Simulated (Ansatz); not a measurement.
**Energy over volume and axial ratio for CaTiO3 (cubic perovskite)**

CaTiO$_{3}$ (cubic perovskite)

Space group Pm-3m (No. 221); a = 3.8410 Å, b = 3.8410 Å, c = 3.8410 Å, α = 90.00°, β = 90.00°, γ = 90.00°

```
atom  site  symmetry       x       y       z
----  ----  --------  ------  ------  ------
Ca      1a      m-3m  0.0000  0.0000  0.0000
Ti      1b      m-3m  0.5000  0.5000  0.5000
O       3c    4/mm.m  0.0000  0.5000  0.5000
```

The relaxed cell is deformed in two ways at once: its volume V is scaled, and at that volume it is stretched along z (the c axis of the conventional cell) so that c/a changes. Fractional atomic positions are held.

Method: PBEsol (plane waves to 420 eV, PAW, scalar-relativistic; Ansatz, a first-principles code). k mesh 9×9×9 (Γ-centred), Fermi-Dirac smearing 0.05 eV. Energies are smeared free energies. Compression counts positive. CaTiO3 is run without spin polarisation. CaTiO3 was relaxed with its symmetry unable to fall. This is a high-temperature form of CaTiO3. The zero of ΔE is the relaxed starting cell.

ΔE (eV/atom), with V/V₀ across and (c/a)/(c/a)₀ down:

| (c/a)/(c/a)₀ \ V/V₀ | 0.920 | 0.947 | 0.973 | 1.000 | 1.027 | 1.053 | 1.080 |
|---|---|---|---|---|---|---|---|
| 0.880 | 0.2045 | 0.1639 | 0.1369 | 0.1216 | 0.1166 | 0.1205 | 0.1323 |
| 0.920 | 0.1120 | 0.0783 | 0.0577 | 0.0484 | 0.0489 | 0.0581 | 0.0747 |
| 0.960 | 0.0640 | 0.0341 | 0.0169 | 0.0109 | 0.0145 | 0.0265 | 0.0458 |
| 1.000 | 0.0498 | 0.0211 | 0.0050 | 0.0000 | 0.0045 | 0.0174 | 0.0375 |
| 1.040 | 0.0620 | 0.0322 | 0.0152 | 0.0092 | 0.0129 | 0.0250 | 0.0443 |
| 1.080 | 0.0955 | 0.0628 | 0.0430 | 0.0345 | 0.0358 | 0.0456 | 0.0629 |
| 1.120 | 0.1471 | 0.1097 | 0.0856 | 0.0730 | 0.0706 | 0.0770 | 0.0910 |

σxx (GPa), with V/V₀ across and (c/a)/(c/a)₀ down:

```
(c/a)/(c/a)₀ \ V/V₀  0.920  0.947  0.973  1.000  1.027  1.053  1.080
-------------------  -----  -----  -----  -----  -----  -----  -----
0.880                  5.2   -0.4   -5.3   -9.6  -13.2  -16.3  -19.0
0.920                  9.6    3.4   -1.9   -6.5  -10.5  -13.9  -16.9
0.960                 14.1    7.4    1.6   -3.4   -7.7  -11.5  -14.7
1.000                 18.9   11.7    5.4    0.0   -4.7   -8.8  -12.4
1.040                 24.2   16.4    9.6    3.7   -1.4   -5.9   -9.8
1.080                 30.1   21.7   14.3    7.9    2.4   -2.5   -6.8
1.120                 36.6   27.5   19.6   12.7    6.6    1.3   -3.3
```

Derived quantities:

Shear modulus C′ = (C11 − C12)/2 (fit, atoms clamped): 133 GPa
Lowest place on the grid: V/V₀ = 1.000, (c/a)/(c/a)₀ = 1.000 (0.0 meV/atom)
Highest place on the grid: V/V₀ = 0.920, (c/a)/(c/a)₀ = 0.880 (204.5 meV/atom)

The 49 points together took around 7 core-minutes (rough).

(A scan under strain: stresses follow from slopes of the energy per volume, elastic moduli from its curvatures.)
